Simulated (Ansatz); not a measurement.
Here is the system:

Starting cell, C (graphite type, space group P6_3/mmc):

```yaml
crystal:
  lattice:
    - [2.46500, 0.00000, 0.00000]
    - [-1.23250, 2.13475, 0.00000]
    - [0.00000, 0.00000, 6.73046]
  atoms:
    - { symbol: C, position: [0.00000, 0.00000, 0.25000] }
    - { symbol: C, position: [0.00000, 0.00000, 0.75000] }
    - { symbol: C, position: [0.33333, 0.66667, 0.25000] }
    - { symbol: C, position: [0.66667, 0.33333, 0.75000] }
```

In this cell atom 2 (C, nearest neighbour C at 1.423 Å; its periodic images, 2.5 Å or more away, move with it) is moved by s towards the nearest neighbour, unit vector (-0.866, 0.500, 0.000); all other atoms and the cell stay fixed.

Method: PBE-D3(BJ) (plane waves to 420 eV, PAW, scalar-relativistic; Ansatz, a quantum-chemistry and plane-wave program). k mesh 12×12×4 (Γ-centred), Fermi-Dirac smearing 0.05 eV. The energy includes the smearing's −TS. With partly filled bands, energies and forces of such displacements shift with the k mesh and the smearing. C was relaxed with its symmetry unable to fall. ΔE is measured from the undisplaced structure.

The scan covers s from -0.280 to 0.280 Å in 11 points.

### Question
Is this a single well or a double well?

### Answer
A single well with its minimum at or next to zero displacement.

### Question
Is the energy the same for displacements of ±0.280 Å, and if not, which side lies higher?

### Answer
Not even: the positive side lies higher at ±0.280 Å. With its periodic images moving along, the atom's site symmetry in this cell is -6m2.

### Question
What force acts on the atom along the line at s = -0.280 Å?

### Answer
8.04 eV/Å.

### Question
What is the energy change at s = 0.280 Å?

### Answer
2660 meV/cell.

### Question
What is the force constant k = d²E/ds² of this move at s = 0?

### Answer
53.1 eV/Å².

(A displaced cell: forces are minus the slopes of the energy, force constants its curvatures, and phonons follow from these.)
